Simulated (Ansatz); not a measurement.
Input:

B:
```
CELL_PARAMETERS angstrom
      1.19466     0.68973     1.29443
     -1.19466     0.68973     1.29443
      0.00000    -1.37947     1.29443
ATOMIC_POSITIONS crystal
  B  0.00000 0.00000 0.00000
```

This is the PBE-relaxed structure.

Task: All from PBE (plane waves, PAW; program Ansatz), unless another level is named. Give the electronic character.

Result: metallic (no gap).

Task: Predict the density of states at the Fermi level.

Result: 0.21 states/eV per atom (mean over ±0.08 eV).

Space group R-3m (simple rhombohedral). The cell is a constructed one: a structure type filled with these elements. Its sites differ from those of the usual phase in this space group: another stacking or structure type. Symmetry was held in the PBE relaxation; whether a distortion lowers the energy is not shown. The volume moved by -34 % from the start of the relaxation.

Potentials: the later of the program's two PAW sets.
